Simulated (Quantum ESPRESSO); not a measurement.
# Moving one atom in Mo3WS5Se3

The results below are calculated, not measured. They come from pw.x of Quantum ESPRESSO 7.5, a plane-wave density functional program, with PseudoDojo standard norm-conserving files (v0.5 for PBE, v0.4.1 for LDA and PBEsol). The cells are made up: elements, strain and atom displacements were drawn at random, and nothing was relaxed. There is no spin polarisation, spin-orbit coupling or dispersion term.

The cell has 12 sites of a 2H layered lattice (rectangular cell). Sites 1 to 4 hold Mo Mo W Mo; sites 5 to 12 hold S S Se S S S Se Se. Cell vectors in Å: (3.226, -0.030, -0.018); (-0.052, 5.729, 0.078); (-0.071, 0.179, 12.812). Settings: PBE, cutoff 1170 eV, 7 x 4 x 2 k mesh shifted by half a step, Fermi-Dirac smearing of 0.025 eV.

Each run shifts the S atom on site 10 along x and leaves all else fixed. Site 4 is one of its nearest neighbours. E is the free energy of the cell above the lowest run shown. The last column is band 68 less band 67 at Gamma, from a band step after each run.

```
run,shift (Å),Fx on site 10 (eV/Å),Fx on site 4 (eV/Å),P (GPa),E (meV),level step at Gamma (eV)
1,-0.0928,1.317,-2.278,2.97,103.8,0.838
2,-0.0375,0.855,-1.887,2.86,43.8,0.861
3,0.0106,0.454,-1.547,2.79,12.3,0.876
5,0.0617,0.028,-1.185,2.76,0.0,0.890
6,0.1138,-0.404,-0.816,2.76,9.8,0.901
7,0.1324,-0.557,-0.685,2.77,18.7,0.905
4,0.0309,?,?,?,?,?
```

A rerun of one of these cells at 1467 eV and k mesh 9 x 6 x 4 moved values by no more than 0.002 eV in the cell's energy, 0.02 GPa in stress and 0.011 eV/Å in force.

## Worked fit

A parabola through the six runs shown gives Fx on site 10 = 0.542 - 8.33 u + 0.2 u² eV/Å, with u in Å and a scatter of 0.001 eV/Å. Minus the slope, 8.33 ± 0.02 eV/Å², is this atom's force constant along x at u = 0, with its periodic images moving too. The fitted force vanishes at u = 0.065 Å, where the energy should be lowest along this line. The error is the larger of the fit's own and the change that a cubic makes, rounded up.

## Withheld run

Question: what Fx on site 10 should run 4 give?

The fit gives 0.285 eV/Å. The calculation gave 0.284 eV/Å.

```
run  shift (Å)  Fx on site 10 (eV/Å)  Fx on site 4 (eV/Å)  P (GPa)  E (meV)  level step at Gamma (eV)
  4     0.0309                 0.284               -1.403     2.77      4.8                     0.882
```